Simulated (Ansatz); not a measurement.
Start of a relaxation of Ti₂Al₃N₅:

```
Ti Al N
1.0
     1.64895    0.95202   13.46358
    -1.64895    0.95202   13.46358
     0.00000   -1.90404   13.46358
Ti Al N
2 3 5
Cartesian
  0.0000 0.0000 4.0391
  0.0000 0.0000 36.3517
  0.0000 0.0000 28.2735
  0.0000 0.0000 12.1172
  0.0000 0.0000 20.1954
  0.0000 0.0000 16.1563
  0.0000 0.0000 0.0000
  0.0000 0.0000 24.2345
  0.0000 0.0000 8.0782
  0.0000 0.0000 32.3126
```

These are results of DFT PBE, scalar-relativistic, plane waves, PAW (Ansatz), not measurements. Cutoff 420 eV, Gaussian smearing, Γ-centred meshes. Cell and atoms relax first on a coarse mesh and then on a finer one. In between, the cell is made exact in the group found at 0.06 Å. In metals the finer mesh still leaves noise of several meV/atom or more. The steps can't lower the symmetry of their start. Collinear spin, starting moments Ti 1.0 (×2) μB; they died out on the coarse mesh, so the last step has no spin.

A guess keeps its type if space group and coordination stay and the shape of the cell changes little (axis ratios within about 15 %, angles within 6°); the volume may change.

Task: Does it keep its structure type, or change into something else?

Result: It keeps its type. The symmetry stays R-3m (No. 166). The volume per atom shrinks by 29.5 %, from 12.7 to 8.9 Å³. The shortest distance goes from 2.33 Å (Al–N and Ti–N) to 2.03 Å (Al–N). The ratio c/a of the conventional cell changes by a factor of 1.02. Counting neighbours within 15 % of an atom's shortest distance, the start has Al 6, N 6, Ti 6 and the end Al 6, N 6, Ti 6.

The last run used a 12×12×12 mesh for its 10-atom cell and Gaussian smearing of 0.10 eV. Symmetry constrained the relaxation, so the result can be a saddle point. Another cell of Ti2Al3N5 relaxed alike, in I4/mmm, lies 53 meV/atom lower, so this cell isn't the stable form at this level.
